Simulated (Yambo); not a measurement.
Li₄WO₅ (space group I4, No. 79), G0W0@LDA in Yambo; all else as in the reference (4×4×4 Γ-centred k mesh, bands 6 to 106 and a 6 Ry block in the screening, 106 bands in G with the Bruneval-Gonze terminator, plasmon pole fitted at 27.2 eV). One parameter is varied: the cutoff of the exchange sum, over 5, 10, 20, 40, 84 Ry.

Q: From which value on does the gap (0.25, -0.25, 0.25) → X stay within 0.05 eV of the largest setting?

A: From 40 Ry on.
| cutoff of the exchange sum (Ry) | G0W0 gap (eV) | valence shift (eV) |
|---|---|---|
| 5 | 5.15 | 2.32 |
| 10 | 5.29 | 0.59 |
| 20 | 5.30 | -0.32 |
| 40 | 5.40 | -0.61 |
| 84 | 5.43 | -0.66 |
The last step of the sweep still moves the gap by 30 meV; the other settings are held fixed.

Spin-orbit coupling is not included.

Geometry of the Materials Project entry, not relaxed at this level; primitive cell a = b = c = 5.059 Å, α = β = 99.48°, γ = 132.12°.

The structure is a Materials Project entry; no match was found in the copy of COD used, and its stability was not checked.

A shift is the quasiparticle energy of the state minus its LDA energy.
